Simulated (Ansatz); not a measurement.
**Profile along the Lu–Lu line in Lu (hcp, Mg type)**

Lu (hcp, Mg type), conventional cell a = 3.5044 Å, b = 3.5044 Å, c = 5.4515 Å, α = 90.00°, β = 90.00°, γ = 120.00°. The calculation uses the primitive cell of 2 atoms, to which meshes and values per cell refer.

Fields along a shortest Lu–Lu line of a (1 -1 0 0) plane (3.50 Å), from Lu to Lu, interpolated on the slice's grid (step about 0.3 Å). All values below come from r2SCAN (plane waves to 500 eV, PAW, scalar-relativistic; Ansatz, a quantum-chemistry and plane-wave program). k mesh 15×15×9. These are valence fields of a PAW run, semicore shells included where kept as valence: close to a nucleus they are smooth pseudo fields. Lu is run without spin polarisation. Lu was relaxed with its symmetry unable to fall. The PAW data are Ansatz's earlier set.

```
distance from Lu (Å)  valence electron density (e/Å³)  electron localisation function
--------------------  -------------------------------  ------------------------------
0.00                                            50.70                               x
0.35                                            23.03                               x
0.70                                             3.58                            0.80
1.05                                             0.43                            0.24
1.40                                             0.14                            0.11
1.75                                             0.12                            0.26
2.10                                             0.14                            0.11
2.45                                             0.43                            0.24
2.80                                             3.58                            0.80
3.15                                            23.03                               x
3.50                                            50.70                               x
```

x: too close to a nucleus for the ELF to mean much.

Density on the Lu–Lu line (3.50 Å) at its midpoint: 0.12 e/Å³. ELF at that point: 0.3.
